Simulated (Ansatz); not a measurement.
## BaZrO₃ (Pm-3m): the size of the finite step

```
Ba Zr O
1.0
     4.20518    0.00000    0.00000
     0.00000    4.20518    0.00000
     0.00000    0.00000    4.20518
Ba Zr O
1 1 3
Direct
  0.00000 0.00000 0.00000
  0.50000 0.50000 0.50000
  0.00000 0.50000 0.50000
  0.50000 0.00000 0.50000
  0.50000 0.50000 0.00000
```

Level of theory, where no other is named: r²SCAN, PAW on Ansatz 0.2.0's default frozen-core files (fitted under PBE), scalar-relativistic. k mesh 4×4×4, strains of ±0.008, fixed occupations, cutoff 500 eV. The cell was relaxed by PAW under this functional.

Elastic constants come from stresses at strains of ±0.008 (two-point stencil): C11 = 319.4, C12 = 85.6, C44 = 91.0 GPa. What does an amplitude of 0.04 give?

C11 = 326.9, C12 = 85.9, C44 = 91.3 GPa. A large step picks up anharmonic terms.

Caveats: frozen-core PAW files fitted under PBE, their cores solved anew for the functional of the run.
